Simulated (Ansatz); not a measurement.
## Compressing TiGa3: a fit and a missing row

TiGa3, I4/mmm, a = 3.746 Å, c = 8.676 Å. The structure is a COD entry; whether it is the stable form wasn't checked. Ansatz: PBEsol, PAW, 420 eV, Γ-centred 16×16×16 mesh on 4 atoms, Gaussian smearing 0.10 eV; no spin polarisation. Shape and atoms are relaxed at each volume; pressure is positive in compression.

| V (Å³/atom) | P (GPa) |
| --- | --- |
| 13.390 | 19.28 |
| 13.846 | ? |
| 14.302 | 8.04 |
| 14.759 | 3.68 |
| 15.215 | 0.00 |
| 15.672 | -3.11 |
| 16.128 | -5.74 |
| 16.737 | -8.61 |

Take V0 = 15.215 Å³/atom, fit the third-order Birch–Murnaghan form to the other rows, and predict the missing pressure.

With the Eulerian strain f = ½[(V0/V)^(2/3) − 1] and y = P/[3f(1 + 2f)^(5/2)], the form is the line y = B0 + 1.5 B0 (B0′ − 4) f. Rows (f, y): 0.04446, 116.8; 0.02106, 114.8; 0.01025, 113.8; -0.00977, 111.5; -0.01905, 110.7; -0.03079, 109.3. Means f = 0.002693, y = 112.82; Σ(Δf)² = 0.003888, ΣΔfΔy = 0.3904; the slope is their ratio. y = 112.5 + 100.4 f GPa, so B0 = 112.5 GPa and B0′ = 4 + 2 × (100.4)/(3 × 112.5) = 4.59. At V = 13.846, f = 0.03244, y = 115.76 and P = 13.18 GPa. The run gave 13.19 GPa, so the fit is 0.01 GPa too low, within the rms miss on the fitted rows (0.01 GPa).